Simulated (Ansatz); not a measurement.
SiO2 (space group P6_222)

```xyz
9
Lattice="5.0594 0.0000 0.0000 -2.5297 4.3816 0.0000 0.0000 0.0000 5.5408" Properties=species:S:1:pos:R:3 pbc="T T T"
Si    -1.2649     2.1908     3.6939
Si     2.5297     0.0000     0.0000
Si     1.2649     2.1908     1.8469
O      2.5297     2.5566     2.7704
O     -0.9493     3.4691     4.6173
O      1.5804     0.9125     0.9235
O      0.0000     1.8249     2.7704
O      3.4790     0.9125     4.6173
O      0.9493     3.4691     0.9235
```

The volume is varied about the relaxed value V₀ at fixed cell shape. The atoms relax within the cell's symmetry.

These are r2SCAN (plane waves to 500 eV, PAW, scalar-relativistic; Ansatz, a first-principles code) values and carry that method's errors. k mesh 8×8×6 (Γ-centred), Fermi-Dirac smearing 0.05 eV. Energies are smeared free energies. Stress and pressure are positive under compression. SiO2 was relaxed with its symmetry unable to fall. ΔE is measured from the relaxed starting cell.

```csv
V (Å³/atom),ΔE (meV/atom),P (GPa)
12.283,70.4,17.6
12.556,43.9,13.6
12.829,24.1,9.8
13.102,…,6.3
13.375,2.5,3.0
13.648,0.0,0.0
13.921,2.4,-2.8
14.194,…,-5.5
14.467,20.8,-7.8
14.740,36.1,-10.1
15.013,55.1,-12.2
```

**Question.** Fill in the missing entries.

**Answer.** 
- 13.102, ΔE (meV/atom): 10.4
- 14.194, ΔE (meV/atom): 9.5

(Under strain, the slope of the energy per volume gives the stress and its curvature an elastic modulus.)
